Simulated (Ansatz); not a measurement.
The relaxed structure here is a generated cell of CaIn2Au: the first start was made by placing the elements on the sites of a structure type, and the end was not matched to a known phase here, so it may be hypothetical.

A relaxed cell of CaIn2Au (P6₃/mmc (No. 194)), relaxed on a k-mesh at least as fine as the one used below. The numbers are results of r2SCAN (plane waves to 500 eV, PAW, scalar-relativistic; Ansatz, a quantum-chemistry and plane-wave program), not measurements. Γ-centred k-mesh 8×8×3 on the run's cell (coarser than for final values), Fermi–Dirac smearing 0.05 eV.

```
CaIn2Au
1.0
    4.62396     0.00000     0.00000
   -2.31198     4.00447     0.00000
    0.00000     0.00000    10.69996
Ca In Au
2 4 2
Direct
  0.33333   0.66667   0.75000
  0.66667   0.33333   0.25000
  0.33333   0.66667   0.08496
  0.66667   0.33333   0.58496
  0.66667   0.33333   0.91504
  0.33333   0.66667   0.41504
  0.00000   0.00000   0.00000
  0.00000   0.00000   0.50000
```

The atoms are displaced by (Å):

```csv
atom,ux,uy,uz
Ca1,-0.057,0.019,0.050
Ca2,0.115,-0.063,0.063
In3,0.104,0.010,0.085
In4,0.112,-0.062,0.165
In5,-0.024,0.052,0.016
In6,0.020,0.025,0.000
Au7,0.073,0.086,-0.163
Au8,-0.011,-0.170,-0.024
```

Question: What forces (eV/Å) and pressure result?

Answer: 
| atom | Fx | Fy | Fz |
|---|---|---|---|
| Ca1 | 0.34 | -0.05 | 0.17 |
| Ca2 | -0.15 | 0.28 | -0.01 |
| In3 | -0.16 | 0.09 | -0.32 |
| In4 | -0.56 | -0.07 | -0.53 |
| In5 | 0.56 | 0.11 | 0.00 |
| In6 | 0.02 | -0.75 | 0.20 |
| Au7 | -0.44 | -0.39 | 0.34 |
| Au8 | 0.40 | 0.78 | 0.16 |

Pressure +0.3 GPa.

Question: Estimate the energy cost of the displacement in the harmonic approximation and compare with the calculation.

Answer: For a harmonic well ΔE = −½ Σ F·u = 0.261 eV a cell, or 33 meV/atom. The calculated energy relative to the undisplaced cell is +0.03 eV/atom, so the harmonic estimate holds well.

No spin polarisation in the result.

The run that gave the undisplaced cell could not lose the symmetry of its start; a randomly shaken copy of 8 atoms returns to this structure.
